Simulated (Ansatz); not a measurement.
Here is the system:

SiGeC$_{2}$:
```cif
data_C2GeSi
_chemical_formula_sum 'Si1 C2 Ge1'
_space_group_name_H-M_alt 'P-4m2'
_space_group_IT_number 115
_space_group_name_Hall 'P -4 -2'
_cell_length_a 3.15602
_cell_length_b 3.15602
_cell_length_c 4.45312
_cell_angle_alpha 90.000
_cell_angle_beta 90.000
_cell_angle_gamma 90.000
loop_
_atom_site_label
_atom_site_type_symbol
_atom_site_symmetry_multiplicity
_atom_site_Wyckoff_symbol
_atom_site_fract_x
_atom_site_fract_y
_atom_site_fract_z
_atom_site_occupancy
Si1 Si 1 a 0.00000 0.00000 0.00000 1
C1 C 2 g 0.50000 0.00000 0.23635 1
Ge1 Ge 1 c 0.50000 0.50000 0.50000 1
```

This is the PBEsol-relaxed structure.

Q: All from DFT-PBEsol in the program Ansatz with PAW potentials, unless another level is named. Estimate the Born charges (a third of the trace).

A: Si +2.75, C -2.65, Ge +2.54 e.

Q: And the largest static χ(2) component?

A: 39 pm/V.

Q: Next, the electronic dielectric constant ε∞ (DFPT)?

A: 7.58 (xx = yy), 7.63 (zz).

The start of the workflow was typed in or built on a structure type; neither database checked (COD, Materials Project) lists it. Its standing as an ambient phase is unchecked. The PBEsol relaxation kept the symmetry of its start; its stability against distortions is not shown here. Scalar-relativistic: spin–orbit coupling is off unless named, which matters more the heavier the elements.

Potentials: the earlier of the program's two PAW sets. The files were generated under PBE; for other functionals the program regenerates the frozen cores, and for LDA and PBEsol the local potential too.
